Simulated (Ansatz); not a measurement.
GaSi₂N:
```yaml
crystal:
  lattice:
    - [1.43811, 0.83029, 8.50845]
    - [-1.43811, 0.83029, 8.50845]
    - [0.00000, -1.66058, 8.50845]
  atoms:
    - { symbol: Ga, position: [0.98909, 0.98909, 0.98909] }
    - { symbol: N, position: [0.85485, 0.85485, 0.85485] }
    - { symbol: Si, position: [0.49957, 0.49957, 0.49957] }
    - { symbol: Si, position: [0.40645, 0.40645, 0.40645] }
```

Relaxed with r²SCAN.

Problem. Which orbitals make up the states near the Fermi level in plane-wave PAW r²SCAN (Ansatz code)?

Solution. Within 0.5 eV of the Fermi level: Si 3p 39 %, Ga 4p 29 %, Si 3s 12 %, Ga 4s 9 %, outside the projected shells 6 %. Projections are on Löwdin-orthogonalised atomic valence shells; empty p or d shells of many metals are not among them.

Problem. Tabulate the density of states.

Solution. States/eV per cell of 4 atoms, in 0.25 eV bins, energy from the Fermi level.

```csv
E (eV),total,Si 3p,N 2p,Ga 4p
-7.85,1.60,0.47,0.60,0.13
-7.60,1.48,0.41,0.56,0.12
-7.35,1.39,0.37,0.58,0.11
-7.10,1.56,0.39,0.65,0.13
-6.85,1.58,0.39,0.76,0.11
-6.60,1.99,0.46,1.07,0.12
-6.35,2.08,0.56,1.01,0.13
-6.10,2.02,0.55,0.90,0.13
-5.85,1.60,0.40,0.80,0.11
-5.60,1.45,0.30,0.79,0.10
-5.35,1.30,0.24,0.74,0.09
-5.10,1.51,0.36,0.60,0.24
-4.85,1.29,0.27,0.47,0.22
-4.60,1.64,0.36,0.61,0.20
-4.35,0.94,0.17,0.38,0.10
-4.10,0.78,0.21,0.26,0.10
-3.85,1.10,0.40,0.30,0.18
-3.60,1.11,0.48,0.23,0.22
-3.35,1.09,0.54,0.16,0.26
-3.10,0.81,0.38,0.14,0.19
-2.85,1.00,0.46,0.19,0.22
-2.60,1.19,0.55,0.24,0.25
-2.35,1.24,0.52,0.25,0.24
-2.10,1.48,0.57,0.24,0.28
-1.85,1.59,0.61,0.12,0.32
-1.60,1.04,0.42,0.10,0.18
-1.35,0.65,0.27,0.06,0.11
-1.10,1.03,0.42,0.06,0.18
-0.85,0.50,0.27,0.02,0.09
-0.60,0.43,0.25,0.02,0.07
-0.35,0.47,0.26,0.01,0.09
-0.10,0.99,0.40,0.04,0.27
0.15,1.02,0.38,0.05,0.30
0.40,1.40,0.44,0.06,0.46
0.65,1.14,0.37,0.06,0.34
0.90,1.07,0.37,0.06,0.30
1.15,1.20,0.45,0.08,0.31
1.40,1.15,0.43,0.08,0.26
1.65,1.29,0.44,0.10,0.31
1.90,1.62,0.47,0.12,0.52
2.15,1.54,0.46,0.11,0.48
2.40,1.50,0.48,0.10,0.44
2.65,1.42,0.44,0.09,0.42
2.90,1.32,0.42,0.08,0.39
3.15,1.62,0.49,0.08,0.50
3.40,1.45,0.52,0.08,0.38
3.65,1.74,0.65,0.08,0.47
3.90,2.31,0.97,0.08,0.63
4.15,1.65,0.69,0.06,0.44
4.40,1.13,0.54,0.04,0.19
4.65,1.40,0.61,0.06,0.29
```

Space group R3m. The start of the workflow was typed in or built on a structure type; neither database checked (COD, Materials Project) lists it. Whether it is the stable phase at ambient conditions was not checked. The r²SCAN relaxation kept the symmetry of its start; whether a distortion lowers the energy is not shown. Scalar-relativistic: spin–orbit coupling is off unless named, which matters more the heavier the elements.

Potentials: the earlier of the program's two PAW sets.
